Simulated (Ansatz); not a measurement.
P$_{2}$W:
```cif
data_P8W4
_chemical_formula_sum 'P8 W4'
_space_group_name_H-M_alt 'Cmc21'
_space_group_IT_number 36
_space_group_name_Hall 'C 2c -2'
_cell_length_a 3.18163
_cell_length_b 11.17264
_cell_length_c 4.99108
_cell_angle_alpha 90.000
_cell_angle_beta 90.000
_cell_angle_gamma 90.000
loop_
_atom_site_label
_atom_site_type_symbol
_atom_site_symmetry_multiplicity
_atom_site_Wyckoff_symbol
_atom_site_fract_x
_atom_site_fract_y
_atom_site_fract_z
_atom_site_occupancy
P1 P 4 a 0.00000 0.06914 0.88259 1
P2 P 4 a 0.00000 0.20057 0.19948 1
W1 W 4 a 0.00000 0.40661 0.00093 1
```
(The calculation used a cell of 6 atoms; values per cell refer to that cell.)

This is the r²SCAN-relaxed structure.

**Question.** All from the program Ansatz at the r²SCAN level (PAW), unless another level is named. Predict the electronic character.

**Answer.** metallic (no gap).

**Question.** Predict the density of states at the Fermi level.

**Answer.** 0.18 states/eV per atom (mean over ±0.08 eV).

**Question.** Next, the formation energy from the elements (no fitted shifts)?

**Answer.** -0.41 eV/atom.

Space group Cmc2_1. The workflow started from a Materials Project entry (that database holds measured and hypothetical structures alike); the Crystallography Open Database files this formula in space group No. 36, but the cells were not matched. Its standing as an ambient phase is unchecked. The r²SCAN relaxation kept the symmetry of its start; whether a distortion lowers the energy is not shown. No spin polarisation was allowed. The references are the lowest solids computed at this level, not always the standard phases. Scalar-relativistic: spin–orbit coupling is off unless named, which matters more the heavier the elements.

Potentials: the later of the program's two PAW sets.
